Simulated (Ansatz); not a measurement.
Kick test of a cell of Sn2PbO3

The structure comes from a proposed guess, relaxed at this level; another structure or a mixture of phases may lie lower.

All numbers below come from DFT PBE, scalar-relativistic, plane waves, PAW in Ansatz. Cutoff 420 eV; k points 8×8×2 on the computed 12-atom cell (Γ-centred); Gaussian smearing, width 0.02 eV; no spin polarisation.

The cell below (12 atoms, space group P4/nmm (No. 129)) is relaxed within its symmetry.

```yaml
crystal:
  lattice:
    - [3.92285, 0.00000, 0.00000]
    - [0.00000, 3.92285, 0.00000]
    - [0.00000, 0.00000, 15.88843]
  atoms:
    - { symbol: Sn, position: [0.00000, 0.50000, 0.75480] }
    - { symbol: Sn, position: [0.50000, 0.00000, 0.92821] }
    - { symbol: Sn, position: [0.00000, 0.50000, 0.07179] }
    - { symbol: Sn, position: [0.50000, 0.00000, 0.24520] }
    - { symbol: Pb, position: [0.50000, 0.00000, 0.60485] }
    - { symbol: Pb, position: [0.00000, 0.50000, 0.39515] }
    - { symbol: O, position: [0.50000, 0.50000, 0.68331] }
    - { symbol: O, position: [0.00000, 0.00000, 0.68331] }
    - { symbol: O, position: [0.50000, 0.50000, 0.00000] }
    - { symbol: O, position: [0.00000, 0.00000, 0.00000] }
    - { symbol: O, position: [0.00000, 0.00000, 0.31669] }
    - { symbol: O, position: [0.50000, 0.50000, 0.31669] }
```

For the test it was strained at random (σ = 1.5 % a component), the atoms were moved at random (σ = 0.05 Å), and all was relaxed again on a coarse 4×4×1 mesh (in the run’s order of axes) with 0.10 eV smearing, with no symmetry imposed.

Weakly bound directions are ill-defined at this level, which has no dispersion term. Spin–orbit coupling, which can matter for Pb, is left out.

Question: Is the structure stable against such a distortion?

Answer: It returns, within 1 meV/atom of the unmoved cell on that mesh and with the same symmetry when read at 0.1 Å (P1 at 0.01 Å, so small strains and shifts remain). No instability shows in this cell; modes of other wave vectors, which need another repeat, aren't tested.
